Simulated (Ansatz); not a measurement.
Relaxed SiC (zinc blende):

```xyz
2
Lattice="0.0000 2.1782 2.1782 2.1782 0.0000 2.1782 2.1782 2.1782 0.0000" Properties=species:S:1:pos:R:3 pbc="T T T"
C      3.2673     3.2673     3.2673
Si     0.0000     0.0000     0.0000
```

The atoms are displaced by Q × the pattern below (from a DFPT mode at Γ, largest move 1; Q in Å), at fixed cell. It is one choice among 3 degenerate patterns.

| atom | x | y | z |
|---|---|---|---|
| C1 | 0.000 | 0.000 | -1.000 |
| Si2 | 0.000 | 0.000 | 0.428 |

Method: r2SCAN (plane waves to 500 eV, PAW, scalar-relativistic; Ansatz, an electronic-structure program). k mesh 13×13×13 (Γ-centred), Fermi-Dirac smearing 0.05 eV. The energy includes the smearing's −TS. Compression counts positive. SiC was relaxed with its symmetry unable to fall. The zero of ΔE is the undisplaced structure.

```csv
Q (Å),ΔE (meV/cell),P (GPa),−dE/dQ from forces (eV/Å)
-0.280,1422,18.0,9.099
-0.233,1019,12.8,8.110
-0.187,669,8.4,6.844
-0.140,384,4.8,5.347
-0.093,173,2.1,3.668
-0.047,44,0.5,1.866
0.000,0,0.0,0.000
0.047,44,0.5,-1.866
0.093,173,2.1,-3.668
0.140,384,4.8,-5.347
0.187,669,8.4,-6.844
0.233,1019,12.8,-8.110
0.280,1422,18.0,-9.099
```

Derived quantities:

The energy at Q = 0.280 Å comes out as 1422 meV/cell. Space group of the distorted cell: Imm2 (No. 44), lowered from F-43m. Symmetry of the curve: even: the same for both signs. Shape of the curve: a single well with its minimum at or next to zero displacement. Harmonic wavenumber from the curvature (finite differences): 799 cm⁻¹. Wavenumber by perturbation theory (DFPT, on another k mesh): 799 cm⁻¹.

The 13 points together took about 80 core-seconds (a rough figure).

(A displaced cell: forces are minus the slopes of the energy, force constants its curvatures, and phonons follow from these.)
